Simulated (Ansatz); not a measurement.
An input for the plane-wave PAW code Ansatz:

```yaml
crystal:
  lattice:
    - [0.0, 2.9256183796, 0.0]
    - [2.9256183796, 0.0, 0.0]
    - [2.9256183796, 2.9256183796, -2.9256183796]
  atoms:
    - { symbol: V, position: [0.0, 0.0, 0.0], spin: 1.0 }
    - { symbol: V, position: [0.0, 0.0, 0.5], spin: -1.0 }
basis:
  ecutwfc: 420
  ecutrho_ratio: 4
kpoints:
  mp_grid: { grid: [20, 20, 10] }
hamiltonian:
  xc: lda
scf:
  occupations: { method: gaussian, width: 0.05 }
output:
  forces: true
  stress: true
  eigenvalues: true
  populations: true
magnetization:
  spin_polarized: true
```

Question: Before reading the output: what should come out?

Answer: Pressure 0.1 GPa, gap on the mesh zero (metallic), no spin moment left (LDA, scalar-relativistic).

Output, machine lines left out:

```
Pseudopotentials: kind: paw
Pseudopotential: V, paw, valence charge 13, recommended cutoff 420 eV (normal), V.paw.azcp
Crystal: 2 atoms, lattice volume = 25.041 Å³
Basis set: ecut = 420 eV, 461 PW (Γ)
Bands: 18, of which v1, the nominal top of the filled ones, is band 13 counted from 1 (12 counted from 0)
Symmetry: 48 space group operations
Space group: Pm-3m (ITA 221), of the structure as read, at distance tolerance 2.9e-5 Å
Magnetic group: BNS 221.97 (UNI 1599), of the structure as read, at distance tolerance 2.9e-5 Å
k-points: 146 of 4000
Initial density: superposition of atomic densities (chi_scale 0.1, normalization cell)
Starting moments: Σ|m| = 2 μB on 2 of 2 sites
Starting magnetic order: antiferromagnet; a translation exchanges its spin sublattices: spin-degenerate at every k-point
Initial wavefunctions: pseudopotential atomic-orbital guess
Functional: x = slater, c = lda
```

SCF trace (energy estimate counted from the last row):
| iteration | ΔE (eV) | density residual (eV) | M (μB) |
| --- | --- | --- | --- |
| 1 | -1.079 | 2.46e0 | 0.000 |
| 2 | 0.349 | 7.05e-1 | 0.000 |
| 3 | 0.217 | 3.60e-3 | 0.000 |
| 4 | 1.6e-05 | 4.19e-4 | 0.000 |
| 5 | 5.3e-04 | 2.62e-4 | 0.000 |
| 6 | 3.2e-05 | 7.88e-6 | 0.000 |
| 7 | 1.0e-06 | 2.25e-6 | 0.000 |
| 8 | 0.000 | 3.30e-9 | 0.000 |
| 9 | 0.000 | 2.47e-11 | 0.000 |
| 10 | 0.000 | 9.71e-13 | 0.000 |

```
SCF 1 converged in 10 iterations: F = -5720.916876 eV  dr2 = 9.71e-13
SCF converged after 10 iterations
Magnetization: 0.0000 μB (13.0000 up, 13.0000 down)
Absolute magnetization: 0.0000 μB (∫|ρ↑−ρ↓|, with the PAW one-centre terms)
Per-site moments (μB) at R_I (Å): [(0.00000, 1.04513), (0.00000, 1.04513)]
Free energy (F): -5720.916876 eV
E sigma→0 (E₀):  -5720.914961 eV
Entropy (-TS):   -0.003830 eV (-1.915 meV/atom)
Fermi energy:    17.635665 eV
--- Forces (eV/Å), atoms counted from 1 ---
  atom   1  V      0.00000000     0.00000000     0.00000000
  atom   2  V      0.00000000     0.00000000     0.00000000
--- Stress (GPa, compression-positive) ---
        0.059616       0.000000       0.000000
        0.000000       0.059616       0.000000
        0.000000       0.000000       0.059616
  P = ⅓ Tr σ = 0.0596 GPa (0.596 kbar)
--- Band table (eV; the first three rows and the last of 292) ---
  k-point 0 ↑: bands = ["-45.3717", "-44.9117", "-19.6256", "-19.6256", "-19.6256", "-18.8424", "-18.8424", "-18.8424", "10.9777", "14.2752", "14.2752", "18.0406", "18.0406", "18.0406", "20.2315", "20.2315", "21.7417", "21.7417"]
  k-point 1 ↑: bands = ["-45.3586", "-44.9209", "-19.6281", "-19.6054", "-19.6054", "-18.8843", "-18.8604", "-18.8604", "11.1939", "14.3927", "14.4122", "18.0266", "18.0266", "18.1201", "20.0493", "20.2997", "21.4030", "21.4030"]
  k-point 2 ↑: bands = ["-45.3210", "-44.9484", "-19.6293", "-19.5471", "-19.5471", "-18.9988", "-18.9130", "-18.9130", "11.8135", "14.7397", "14.7627", "18.0092", "18.0092", "18.3538", "19.5331", "20.4889", "20.6376", "20.6376"]
  k-point 145 ↓: bands = ["-45.0744", "-45.0744", "-19.4220", "-19.4220", "-19.4220", "-19.4220", "-19.4220", "-19.4220", "16.4671", "16.4671", "16.4671", "16.4671", "16.4671", "16.4671", "20.7172", "20.7172", "20.7172", "20.7172"]
--- Löwdin populations: 2 sites ---
  site symbol       q [e]    m [muB]
     0      V     12.8823     0.0000
     1      V     12.8823     0.0000
```

It took roughly 14 core-seconds on a shared host.

Absolute energies hang on the potentials; compare differences alone.
